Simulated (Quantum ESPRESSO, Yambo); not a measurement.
SiC (2H, space group P6_3mc, No. 186) under biaxial strain of -2 % along x and y, z relaxed. The PBEsol cell relaxed from Materials Project entry mp-7140 was given a biaxial strain of -2 % along x and y, z relaxed, and the atoms were relaxed again. Chain: PBEsol (pw.x of Quantum ESPRESSO, ONCV potentials, no spin-orbit coupling); G0W0 in Yambo (6×6×4 Γ-centred k mesh, 76 bands and a 8 Ry block in the screening, 76 bands in G with the Bruneval-Gonze terminator, plasmon pole fitted at 27.2 eV); BSE (9×9×6 mesh, 5 valence and 2 conduction bands, static screening with 23 bands and a 4 Ry block, scissor 1.03 eV, Tamm-Dancoff).

| Item | Value |
|---|---|
| PBEsol gap (dense path) | 1.85 eV |
| PBEsol gap Γ → K on the GW mesh | 1.85 eV |
| PBEsol smallest direct gap on the GW mesh, at M | 4.11 eV |
| G0W0 direct gap at that point | 5.15 eV |
| G0W0 correction to the gap Γ → K | 0.83 eV |
| lowest exciton | no binding energy given (see below) |
| RPA electronic dielectric constant along x | 6.70 (15×15×8 mesh, PBEsol bands) |

Rough cost of the Yambo steps against G0W0 for 8 states: BSE about 1/3, one RPA spectrum about 1/10.

Convergence of the G0W0 settings was not tested. The BSE states are vertical excitations (zero momentum); the indirect quasiparticle gap, about 2.67 eV, is smaller than the direct one (5.15 eV on the GW mesh). Convergence of the RPA response with its 15×15×8 mesh was not tested. The run can't give a binding energy: the direct gap on its mesh, 5.18 eV, isn't the smallest one (5.15 eV from the band path plus the scissor). Axes are Cartesian, with cell vectors (Å) (3.01, 0.00, 0.00), (-1.51, 2.61, 0.00), (0.00, 0.00, 5.07).
